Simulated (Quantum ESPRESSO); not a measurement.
# GeAl2ZnN4: a curve over strain

A calculation, not a measurement. The program is pw.x of Quantum ESPRESSO 7.5 (plane-wave density functional theory). The cell is made up: 8 atoms on a wurtzite lattice, with randomly drawn elements, strain and displacements, not relaxed. PseudoDojo standard norm-conserving files (v0.5 for PBE, v0.4.1 for LDA and PBEsol) set the functional; there is no spin polarisation, spin-orbit coupling or dispersion term, and the masses in the input are unused placeholders.

Seven runs add a strain to one cell (along z); the atoms follow the cell and are not relaxed. Stress in the table is positive in tension.

Input of the run at +0.0014:

```
&control calculation='scf', pseudo_dir='./dojo.nc.sr.pbe.v0_5.standard.upf', outdir='./o', disk_io='low', tprnfor=.true., tstress=.true. /
&system ibrav=0, nat=8, ntyp=4, nbnd=36, ecutwfc=84.00895049, nosym=.true., tot_charge=0,
 occupations='smearing', smearing='fd', degauss=0.0018374661
/
&electrons conv_thr=7.350e-09, electron_maxstep=60, /
ATOMIC_SPECIES
Al 1.0 Al.upf
Ge 1.0 Ge.upf
N 1.0 N.upf
Zn 1.0 Zn.upf
CELL_PARAMETERS angstrom
3.0696 -0.0015 -0.0025
-0.0026 5.3801 0.038
-0.0041 0.0358 5.0587
ATOMIC_POSITIONS angstrom
Ge -0.006 0.0059 -0.061
Al 1.5639 2.77 -0.1062
Zn 1.5915 0.6983 2.6135
Al 0.1182 3.4871 2.5511
N -0.0672 0.0035 1.8164
N 1.5513 2.5867 1.8479
N 1.4922 1.0448 4.4776
N -0.0387 3.6106 4.4908
K_POINTS automatic
6 4 4 1 1 1
```

```
added strain  free energy less that of the input shown (eV)  stress xx (GPa)  stress yy (GPa)  stress zz (GPa)  stress xy (GPa)  pressure (GPa)  iterations
     -0.0215                                         0.1814           -28.43           -14.47           -21.62             1.58           21.51          12
     -0.0101                                         0.0724           -27.06           -13.46           -15.11             1.44           18.54          12
     -0.0053                                         0.0381           -26.50           -13.06           -12.56             1.39           17.37          12
     +0.0014                                         0.0000           -25.75           -12.51            -9.14             1.31           15.80          12
     +0.0079                                        -0.0256           -25.05           -12.01            -6.01             1.24           14.36          12
     +0.0101                                        -0.0315           -24.81           -11.84            -4.99             1.22           13.88          12
     +0.0189                                        -0.0454           -23.91           -11.20            -1.08             1.13           12.06          12
```

A cubic fit gives a slope of stress zz against the added strain of 501 GPa at zero added strain, with the atoms clamped. Across the table the free energy follows the integral of the stress to within 0.4 meV. A rerun of one of the cells at 1437 eV and a 8 x 6 x 6 mesh moved values by no more than 0.002 eV in energy, 0.03 GPa in stress and 0.003 eV/Å in force.